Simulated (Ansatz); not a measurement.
CoPdO2 in space group R-3m (No. 166; Co on 3b, Pd on 3a, O on 6c) at seven volumes, plane-wave PAW r²SCAN (Ansatz code), shape and atoms relaxed at each. One row is withheld.

| V (Å³/atom) | P (GPa) |
|---|---|
| 9.313 | 25.91 |
| 9.620 | 15.78 |
| 9.927 | 7.22 |
| 10.234 | -0.01 |
| 10.541 | -6.13 |
| 10.848 | ? |
| 11.155 | -15.66 |

Question: Fit the shown pressures and predict the withheld one.

Answer: Third-order Birch–Murnaghan: P = (3/2)B₀(x^(7/2) − x^(5/2))[1 + (3/4)(B′ − 4)(x − 1)] with x = (V₀/V)^(2/3). Least squares on the six rows gives V₀ = 10.234 Å³/atom, B₀ = 221.3 GPa, B′ = 4.59. At V = 10.848, x = 0.9619 and P = -11.28 GPa. The run itself gave -11.29 GPa.

The cell was relaxed with r²SCAN under the symmetry of its start. The workflow began spin-polarised and lost its moments. No Hubbard U is applied.

Potentials: the earlier of the program's two PAW sets. The files were generated under PBE; for other functionals the program regenerates the frozen cores, and for LDA and PBEsol the local potential too.
